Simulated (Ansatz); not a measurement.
Data:

InPt$_{3}$C:
```
InPt3C
1.0
    4.22244     0.00000     0.00000
    0.00000     4.22244     0.00000
    0.00000     0.00000     4.22244
In Pt C
1 3 1
Direct
  0.00000   0.00000   0.00000
  0.00000   0.50000   0.50000
  0.50000   0.00000   0.50000
  0.50000   0.50000   0.00000
  0.50000   0.50000   0.50000
```

This is the r²SCAN-relaxed structure.

Task: All from plane-wave PAW r²SCAN (Ansatz code), unless another level is named. Predict the electronic character.

Result: metallic (no gap).

Task: Predict the formation energy from the elements (no fitted shifts).

Result: 21 kJ/mol-atom.

Task: Predict the density of states at the Fermi level.

Result: 0.55 states/eV per atom (mean over ±0.08 eV).

Task: And the gap with spin–orbit coupling?

Result: none (metallic).

Space group Pm-3m (anti-perovskite). The start of the workflow was typed in or built on a structure type; neither database checked (COD, Materials Project) lists it. Whether it is the stable phase at ambient conditions was not checked. Symmetry was held in the r²SCAN relaxation. At this level the phase is mechanically unstable. No spin polarisation was allowed. Its formation energy is positive at this level, so the cell may be metastable or incomplete. The references are the lowest solids computed at this level, not always the standard phases. Spin–orbit coupling is left out wherever it is not named.

Potentials: the later of the program's two PAW sets.
